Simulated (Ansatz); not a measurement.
**Property card for InP**

InP in space group P6_422 (No. 181; In on 3c, P on 3d), a = b = 4.1387 Å, c = 9.3524 Å, α = β = 90.00°, γ = 120.00°.

Space group P6_422 (No. 181); conventional cell a = 4.139 Å, b = 4.139 Å, c = 9.352 Å, α = 90.00°, β = 90.00°, γ = 120.00°.

Method: plane-wave PAW r²SCAN (Ansatz code). Geometry: relaxed at this level of theory. Other levels are named where they apply.

Cell and energy:

- Volume per atom = 23.12 Å³
- Density = 5.24 g/cm³
- Formation energy from the elements (no fitted shifts) = -0.19 eV/atom

Electronic structure:

- Band gap = 0.41 eV (smallest direct gap 0.41 eV)
- Valence-band maximum = on the Γ–M line, 4 % of the way from Γ
- Conduction-band minimum = at Γ
- Electron effective mass = 0.034, 0.071, 0.071 mₑ (principal values)
- HSE06 gap on the r²SCAN cell = 0.66 eV
- Gap with spin–orbit coupling = 0.40 eV

Mechanics:

Bulk modulus (Birch–Murnaghan fit): 73.6 GPa
Pressure derivative B′: 4.7

The start of the workflow was typed in or built on a structure type; neither database checked (COD, Materials Project) lists it. It is not the phase usual at ambient conditions (space group No. 216). Symmetry was held in the r²SCAN relaxation; whether a distortion lowers the energy is not shown. The references are the lowest solids computed at this level, not always the standard phases. Spin–orbit coupling is left out wherever it is not named.

Potentials: the earlier of the program's two PAW sets. The files were generated under PBE; for other functionals the program regenerates the frozen cores, and for LDA and PBEsol the local potential too.
